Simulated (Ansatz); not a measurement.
MgCd$_{3}$Te$_{4}$: relaxed-ion elastic tensor

Method: DFT PBE, scalar-relativistic, plane waves, PAW (Ansatz 0.2.0). Cutoff 420 eV, 6×6×2 k-points (Γ-centred), fixed occupations. No spin polarisation.

Equilibrium structure at this level:
```xyz
8
Lattice="4.6668 0.0000 0.0000 0.0000 4.6668 0.0000 0.0000 0.0000 13.1446" Properties=species:S:1:pos:R:3 pbc="T T T"
Mg    0.0000    0.0000    6.5723
Cd    0.0000    0.0000    0.0000
Cd    2.3334    2.3334    3.3188
Cd    2.3334    2.3334    9.8258
Te    2.3334    0.0000    4.9854
Te    0.0000    2.3334    8.1591
Te    2.3334    0.0000   11.4854
Te    0.0000    2.3334    1.6591
```

It was reached by relaxing an invented guess, and it needn't be the stable form of this composition. Spin–orbit coupling is left out, which matters for heavy elements.

Problem. Give the relaxed-ion elastic constants (GPa, Voigt order xx yy zz yz xz xy, on the Cartesian axes of the cell above).

Solution.
C11 = 56.1, C12 = 19.4, C13 = 29.3, C22 = 56.1, C23 = 29.3, C33 = 45.0, C44 = 18.1, C55 = 18.1, C66 = 8.2 GPa; the others vanish.

Problem. Is the crystal stable against homogeneous strain?

Solution. Yes: the least eigenvalue of the tensor is 8.2 GPa.

Problem. And the moduli of a polycrystal (Hill averages)?

Solution. B = 35 GPa, G = 13 GPa, E = 35 GPa, ν = 0.33.
